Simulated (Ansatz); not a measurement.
**W2C5F (P4/mmm)**

Theory: DFT PBE, scalar-relativistic, plane waves, PAW in Ansatz.

Cutoff 420 eV; k points 12×12×6 on the computed 8-atom cell (Γ-centred); Gaussian smearing, width 0.10 eV; no spin polarisation.

The structure is relaxed at this level of theory with its symmetry kept, and needn't be the ground state of this composition.

Space group P4/mmm (No. 123), tetragonal, a = 3.122 Å, c = 7.137 Å. W on its first site is surrounded by 4 C at 2.21 Å and 8 C at 2.39 Å; W on its second site is surrounded by 4 F at 2.21 Å and 8 C at 2.35 Å; around C on a site of symmetry 2mm lie 4 C at 2.21 Å, 2 F at 2.35 Å, 4 W at 2.35–2.39 Å and 2 C at 2.39 Å; C on a site of symmetry 4/mmm is surrounded by 4 W at 2.21 Å and 8 C at 2.39 Å; F has 4 W at 2.21 Å and 8 C at 2.35 Å.

| Item | Value |
| --- | --- |
| Volume per atom | 58.7 bohr³ |
| Formation energy from the elements' standard states (uncorrected) | +1.811 eV/atom |
| Kohn–Sham band gap | none (metal) |
| Density of states at the Fermi level | 3.2 states/eV per cell |
| Orbital (Löwdin) character within 0.5 eV of the Fermi level | C 2p 46 %, W 5d 39 %, C 2s 10 % |
| Bader charge by site (e) | W (1 in the cell) 1.97, W (1 in the cell) 1.98, C (4 in the cell) -0.60, C (1 in the cell) -0.81, F (1 in the cell) -0.72 |

Spin-orbit coupling is left out, which matters for the bands of heavy elements.

The cell was found from a structure generator's guess, not taken from experiment. Löwdin shares on free-atom orbitals overweight diffuse shells.
